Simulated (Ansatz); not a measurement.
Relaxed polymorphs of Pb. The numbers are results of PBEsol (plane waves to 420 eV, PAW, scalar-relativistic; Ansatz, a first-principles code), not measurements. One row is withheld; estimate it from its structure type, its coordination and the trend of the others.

```
structure                           coordination  E − E(first row) (eV/atom)  V (Å³/atom)
-------------------------  ---------------------  --------------------------  -----------
Fm-3m, cF4, fcc (Cu type)  Pb 12 (cuboctahedral)                        0.00        29.98
Ia-3, cI16                                     –                        0.33        36.78
Fd-3m, cF8, diamond type      Pb 4 (tetrahedral)                           …            …
Im-3m, cI2, bcc (W type)          Pb 8 (cubic)+6                        0.04        30.01
```

Problem. Some entries are withheld; supply them.

Solution. 
- Fd-3m, cF8, diamond type, E − E(first row) (eV/atom): 0.33
- Fd-3m, cF8, diamond type, V (Å³/atom): 41.24

The withheld cell: Fd-3m, origin choice 1 (No. 227), cF8, diamond type; a = b = c = 6.910 Å, α = β = γ = 90.00°; Pb 8b (0.500, 0.500, 0.500). Coordination numbers (neighbours up to the widest gap in distance over summed covalent radii, below 1.35; n+m marks a second, longer set).

Each run could gain symmetry but not lose that of its start, so entries can be saddle points. From databases, or of a type measured for this composition: Fm-3m, cF4, fcc (Cu type); Im-3m, cI2, bcc (W type); the others are generated cells (placed on structure types, drawn at random, substituted or restacked) that were not matched to a known phase here. Energies are at zero temperature and pressure, without zero-point motion. Each cell has its own k-point mesh; energy differences are given only to the digits this allows. No spin polarisation in the result.
